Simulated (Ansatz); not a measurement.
A relaxation computed with Ansatz, from input to last step.

```yaml
crystal:
  lattice:
    - [2.9630997655, 0.0, 0.0]
    - [-1.4815498828, 2.6653253283, 0.0]
    - [0.0, 0.0, 13.8211204063]
  atoms:
    - { symbol: Ti, position: [0.3330151318, 0.665981865, 0.0836050115] }
    - { symbol: Ti, position: [0.6669848682, 0.334018135, 0.5836050115] }
    - { symbol: Ti, position: [0.6669848682, 0.334018135, 0.9163949885] }
    - { symbol: Ti, position: [0.3330151318, 0.665981865, 0.4163949885] }
    - { symbol: Al, position: [0.3364798042, 0.6733573577, 0.75] }
    - { symbol: Al, position: [0.6635201958, 0.3266426423, 0.25] }
    - { symbol: C, position: [0.0, 0.0, 0.0] }
    - { symbol: C, position: [0.0, 0.0, 0.5] }
basis:
  ecutwfc: 500
kpoints:
  mp_grid: { grid: [12, 12, 4] }
hamiltonian:
  xc: r2scan
scf:
  occupations: { method: gaussian, width: 0.1 }
output:
  forces: true
  stress: true
  eigenvalues: true
relax:
  adjacent_minimum: "off"
  f_tol: 0.008
  max_steps: 40
  cell: { stress_tol: 0.015, fix: [a, angles] }
```

```bash
ansatz run input.yaml --threads 2 --pin off --max-ram 5120MiB --backend cpu --events-out ev --progress --plain --runs-dir out
```

These are results of Ansatz, DFT r2SCAN, scalar-relativistic, plane waves, PAW, not measurements.

Of 5 frames 4 are shown, positions in Å and forces in eV/Å; the SCF threshold varies from step to step. Steps run on the plane waves of an earlier cell, with a Pulay correction in the pressure. The basis is chosen afresh for the last frame, the zero of the energies, and at times for earlier ones too; energy and pressure step there, also at an unchanged geometry. The mark taken_back stands on steps that the optimiser undid.

```xyz
8
Lattice="2.9631 0.0000 0.0000 -1.4815 2.6653 0.0000 0.0000 0.0000 13.8211" Properties=species:S:1:pos:R:3:forces:R:3 pbc="T T T" step=1 free_energy_over_end_meV_per_atom=0.29 pressure_GPa=2.63
Ti    0.0001    1.7751    1.1555   -0.0003   -0.0031    0.0102
Ti    1.4815    0.8903    8.0661    0.0003    0.0031    0.0102
Ti    1.4815    0.8903   12.6656    0.0003    0.0031   -0.0102
Ti    0.0001    1.7751    5.7550   -0.0003   -0.0031   -0.0102
Al   -0.0006    1.7947   10.3658    0.0014    0.0471    0.0000
Al    1.4821    0.8706    3.4553   -0.0014   -0.0471    0.0000
C     0.0000    0.0000    0.0000    0.0000    0.0000    0.0000
C     0.0000    0.0000    6.9106    0.0000    0.0000    0.0000
8
Lattice="2.9631 0.0024 0.0000 -1.4794 2.6562 0.0000 0.0000 0.0000 13.7461" Properties=species:S:1:pos:R:3:forces:R:3 pbc="T T T" step=2 free_energy_over_end_meV_per_atom=0.25 pressure_GPa=3.72 taken_back
Ti    0.0025    1.7700    1.1566   -0.0111   -0.0445   -0.0595
Ti    1.4812    0.8887    8.0296    0.0111    0.0445   -0.0595
Ti    1.4812    0.8887   12.5895    0.0111    0.0445    0.0595
Ti    0.0025    1.7700    5.7165   -0.0111   -0.0445    0.0595
Al    0.0001    1.8219   10.3096   -0.0031   -0.0462    0.0000
Al    1.4837    0.8367    3.4365    0.0031    0.0462    0.0000
C     0.0000    0.0000    0.0000    0.0000    0.0000    0.0000
C     0.0000    0.0000    6.8730    0.0000    0.0000    0.0000
8
Lattice="2.9631 0.0014 0.0000 -1.4803 2.6602 0.0000 0.0000 0.0000 13.7872" Properties=species:S:1:pos:R:3:forces:R:3 pbc="T T T" step=3 free_energy_over_end_meV_per_atom=-0.02 pressure_GPa=3.20
Ti    0.0012    1.7712    1.1553   -0.0031   -0.0111   -0.0029
Ti    1.4816    0.8904    8.0490    0.0031    0.0111   -0.0029
Ti    1.4816    0.8904   12.6319    0.0031    0.0111    0.0029
Ti    0.0012    1.7712    5.7383   -0.0031   -0.0111    0.0029
Al   -0.0003    1.8076   10.3404   -0.0003    0.0051    0.0000
Al    1.4831    0.8540    3.4468    0.0003   -0.0051    0.0000
C     0.0000    0.0000    0.0000    0.0000    0.0000    0.0000
C     0.0000    0.0000    6.8936    0.0000    0.0000    0.0000
8
Lattice="2.9631 0.0016 0.0000 -1.4801 2.6594 0.0000 0.0000 0.0000 13.7868" Properties=species:S:1:pos:R:3:forces:R:3 pbc="T T T" step=5 free_energy_over_end_meV_per_atom=0.00 pressure_GPa=3.25
Ti    0.0011    1.7695    1.1553    0.0004    0.0011   -0.0008
Ti    1.4819    0.8915    8.0487   -0.0004   -0.0011   -0.0008
Ti    1.4819    0.8915   12.6315   -0.0004   -0.0011    0.0008
Ti    0.0011    1.7695    5.7381    0.0004    0.0011    0.0008
Al   -0.0002    1.8098   10.3401    0.0000    0.0002    0.0000
Al    1.4832    0.8512    3.4467    0.0000   -0.0002    0.0000
C     0.0000    0.0000    0.0000    0.0000    0.0000    0.0000
C     0.0000    0.0000    6.8934    0.0000    0.0000    0.0000
```

It took 5.5 min on 2 threads of Arm Neoverse V1 (shared host), peak memory 1.3 GiB.